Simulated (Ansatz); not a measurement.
Sn (diamond)

```
Sn
1.0
    0.00000     3.32763     3.32763
    3.32763     0.00000     3.32763
    3.32763     3.32763     0.00000
Sn
2
Direct
  0.50000   0.50000   0.50000
  0.75000   0.75000   0.75000
```

In this cell atom 2 (Sn, nearest neighbour Sn at 2.882 Å; its periodic images, 4.7 Å or more away, move with it) is moved by u·(0.707, 0.707, 0.000) + v·(0.000, 0.000, 1.000); the rest is frozen.

Method: PBE (plane waves to 420 eV, PAW, scalar-relativistic; Ansatz, an electronic-structure program). k mesh 10×10×10 (Γ-centred), Fermi-Dirac smearing 0.05 eV. Stress and pressure are positive under compression. Points where atoms come too close for the PAW data are left out (x in tables, blank in figures). With partly filled bands, energies and forces of such displacements shift with the k mesh and the smearing. Sn was relaxed with its symmetry unable to fall. The relaxed volume of Sn is well above the measured one; the method has no dispersion term. The last digit holds for this mesh only.

Changes of P (GPa) from the point u = 0.000 Å, v = 0.000 Å when one coordinate moves alone (two changes are said to add if the coupling is within 5 % of the smaller one, nearly so within 20 %):

```csv
point,change
"u = 0.000 Å, v = -0.720 Å",6.24
"u = 0.000 Å, v = -0.480 Å",2.98
"u = 0.000 Å, v = -0.240 Å",0.80
"u = -0.720 Å, v = 0.000 Å",7.92
"u = -0.480 Å, v = 0.000 Å",3.37
"u = -0.240 Å, v = 0.000 Å",0.82
"u = 0.240 Å, v = 0.000 Å",0.82
"u = 0.480 Å, v = 0.000 Å",3.37
"u = 0.720 Å, v = 0.000 Å",7.92
"u = 0.000 Å, v = 0.240 Å",0.80
"u = 0.000 Å, v = 0.480 Å",2.98
"u = 0.000 Å, v = 0.720 Å",6.24
```

Problem. Do the two effects add at u = 0.480 Å, v = -0.720 Å? Give the computed change.

Solution. The sum of the single changes is 3.37 + (6.24) = 9.61; the calculation gives 19.79, so the coupling contributes 10.18 (over 20 % of the smaller single change, not additive).

(For displaced atoms, the force is minus the slope of the energy, and its curvature is a force constant, which sets phonon frequencies.)
